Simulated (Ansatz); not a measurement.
Mg₅CdS₆ (P4/mmm) at 3 levels of theory

One geometry, relaxed with PBE; plane waves with PAW potentials in Ansatz, scalar-relativistic. No spin polarisation. Gaps are the least over mesh and band path; pressure is positive in compression.

Space group P4/mmm (No. 123). a = 3.735 Å, b = 3.735 Å, c = 15.865 Å, α = 90.00°, β = 90.00°, γ = 90.00°
```tsv
atom	site	symmetry	x	y	z
Mg	2g	4mm	0.0000	0.0000	0.6635
Mg	1d	4/mmm	0.5000	0.5000	0.5000
Mg	2h	4mm	0.5000	0.5000	0.1710
Cd	1a	4/mmm	0.0000	0.0000	0.0000
S	1b	4/mmm	0.0000	0.0000	0.5000
S	2h	4mm	0.5000	0.5000	0.3359
S	2g	4mm	0.0000	0.0000	0.1728
S	1c	4/mmm	0.5000	0.5000	0.0000
```

```tsv
level	cutoff (eV)	k mesh	gap (eV)	pressure (GPa)
PBE	420	8×8×2	1.18	0.0
```

Question: What comes out on the same cell with r2SCAN, PBEsol?

Answer:
```json
{"level": "r2SCAN", "cutoff (eV)": "500", "k mesh": "8×8×2", "gap (eV)": "1.67", "pressure (GPa)": "-1.3"}
{"level": "PBEsol", "cutoff (eV)": "420", "k mesh": "8×8×2", "gap (eV)": "1.07", "pressure (GPa)": "-2.4"}
```

The cell was found from a structure generator's guess, not taken from experiment.
